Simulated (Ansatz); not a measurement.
Bond compression in Se (diamond type)

```xyz
2
Lattice="0.0000 2.9720 2.9720 2.9720 0.0000 2.9720 2.9720 2.9720 0.0000" Properties=species:S:1:pos:R:3 pbc="T T T"
Se   -0.7430   -0.7430   -0.7430
Se    0.7430    0.7430    0.7430
```

The cell is a prototype at a set volume, not relaxed; it needn't be the stable phase.

Its shortest bond, of 2.574 Å between atom 1 (Se) and the nearest image of atom 2 (Se), is scaled by moving both atoms along it, with the cell held. The force apart is half the difference of the two atoms' forces along the bond; it holds the pull and push of their other neighbours too.

Level of theory: DFT with LDA, scalar-relativistic, in Ansatz 0.2.0; a Γ-centred 9×9×9 k mesh, Fermi–Dirac smearing of 0.05 eV, no spin polarisation. LAPW: all electrons, basis error target 1 meV/atom; PAW: frozen-core files, cutoff 420 eV; crystal datasets: all electrons, by PAW datasets that the program makes for each cell; PAW (cutoff 800 eV): frozen-core files, cutoff 800 eV.

Energies are extrapolated to zero smearing and count from the unscaled cell; pressure is positive in compression; gaps take the mesh and a band path. No temperature or zero-point motion is included.

The PAW files were made under PBE.

```tsv
bond (Å)	force apart (eV/Å)	P LAPW (GPa)	ΔE LAPW (eV/atom)	P PAW − LAPW (GPa)	ΔE PAW − LAPW (meV/atom)	force PAW − LAPW (eV/Å)
2.574	0.00	6.60	0.000	-0.01	0.0	0.000
2.265	-0.75	7.90	-0.158	-0.01	0.1	0.000
2.111	1.95	12.00	?	-0.02	-0.1	-0.006
1.802	18.68	38.0	?	-0.56	-10.2	-0.308
1.647	39.08	67.4	3.345	-3.80	-90.8	-2.280
```

**Question.** What belongs in the row "2.111", column "ΔE LAPW (eV/atom)"?

**Answer.** -0.126.

**Question.** What belongs in the row "1.802", column "ΔE LAPW (eV/atom)"?

**Answer.** 1.194.

**Question.** At the last bond length, how far do crystal datasets and PAW (cutoff 800 eV) lie from LAPW in pressure and in the largest force component?

**Answer.** crystal datasets: 0.00 GPa, 0.000 eV/Å; PAW (cutoff 800 eV): -3.88 GPa, 1.341 eV/Å, on a LAPW pressure of 67.4 GPa.

**Question.** How do the Löwdin populations by LAPW change from the unscaled cell to the last row, on the two atoms of the bond?

**Answer.** Se1 4s 1.96 → 1.73, Se1 4p 3.98 → 4.15, Se2 4s 1.96 → 1.73, Se2 4p 3.98 → 4.15 electrons an atom. These are projections on the shells that the free atoms fill; 0.12 e a cell lies outside them at the start and 0.28 e at the end.
